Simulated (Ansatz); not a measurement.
Starting cell, Ru (hcp, Mg type):

```
CELL_PARAMETERS angstrom
      2.72203     0.00000     0.00000
     -1.36102     2.35735     0.00000
      0.00000     0.00000     8.58148
ATOMIC_POSITIONS crystal
  Ru 0.33333 0.66667 0.37500
  Ru 0.33333 0.66667 0.87500
  Ru 0.66667 0.33333 0.12500
  Ru 0.66667 0.33333 0.62500
```

A phonon eigenvector at A = (0.0, 0.0, 0.5) is frozen into this cell: atom i moves by Q times the vector below, so Q is the largest atomic displacement, in Å. The cell is held. It is one choice among 4 degenerate patterns. (q is in reciprocal vectors of the primitive cell; the cell shown is doubled to hold the pattern.)

```json
[
 {"atom": "Ru1", "x": "0.000", "y": "1.000", "z": "0.000"},
 {"atom": "Ru2", "x": "0.000", "y": "-1.000", "z": "0.000"}
]
```

Atoms not listed stay in place.

These are PBE (plane waves to 420 eV, PAW, scalar-relativistic; Ansatz, a quantum-chemistry and plane-wave program) values and carry that method's errors. k mesh 20×20×6 (Γ-centred), Fermi-Dirac smearing 0.05 eV. With partly filled bands, energies and forces of such displacements shift with the k mesh and the smearing. Ru is run without spin polarisation. Ru was relaxed with its symmetry unable to fall. The PAW data are Ansatz's earlier set.

At one point of the scan the forces (eV/Å) are:

```
atom     Fx      Fy      Fz
----  -----  ------  ------
Ru1   0.000  -0.690   0.000
Ru2   0.000   0.664   0.000
Ru3   0.000   0.013   0.001
Ru4   0.000   0.013  -0.001
```

Question: Which point is it?
A) Q = 0.100 Å
B) Q = 0.050 Å
C) Q = 0.083 Å
D) Q = 0.033 Å

Answer: A, Q = 0.100 Å

(A displaced cell: forces are minus the slopes of the energy, force constants its curvatures, and phonons follow from these.)
